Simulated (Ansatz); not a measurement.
# What DFT gives for CsLuS2

```
Lu Cs S
1.0
     4.03461    0.00000    0.00000
    -2.01730    3.49407    0.00000
    -2.01730    1.16469    7.44836
Lu Cs S
1 1 2
Direct
  0.50000 0.50000 0.50000
  0.00000 0.00000 0.00000
  0.23369 0.76631 0.70107
  0.76631 0.23369 0.29893
```

Method: r2SCAN, no spin polarisation; PAW, plane waves to 500 eV, 7×7×7 Γ-centred mesh, tetrahedron occupations (Ansatz 0.2.0), atoms fixed.

Task: How is the charge shared?

Result: Bader charges in e: Cs +0.77, Lu +2.01, S -1.39. In the mean Lu gives up most and S takes most.

Task: Is it stable against the elements?

Result: -1.99 eV an atom against the elements' usual phases (free molecules for gases, crystals otherwise, with no correction for O₂ or N₂), so it is bound against them; other compounds may still compete. Relaxing would lower it.

Task: What do density and ELF say about some of the short contacts?

Result: Lu–S at 2.77 Å: least valence density 0.28 e/Å³ and ELF 0.21 there. Cs–S at 3.22 Å: least valence density 0.14 e/Å³ and ELF 0.09 there, a closed-shell (ionic or weak) contact. These are pseudo-fields; inside the PAW spheres they differ from the all-electron ones.

Task: Metal or insulator? Give the gap.

Result: The gap is 2.25 eV, indirect (the least direct gap found is 2.85 eV). A semilocal functional usually gives too small a gap.

Origin: a known structure type with other elements, at an estimated volume, so it need not be a known compound. Caveats: empty levels are not fully converged; forces and stress under tetrahedra may miss the slope of the energy.
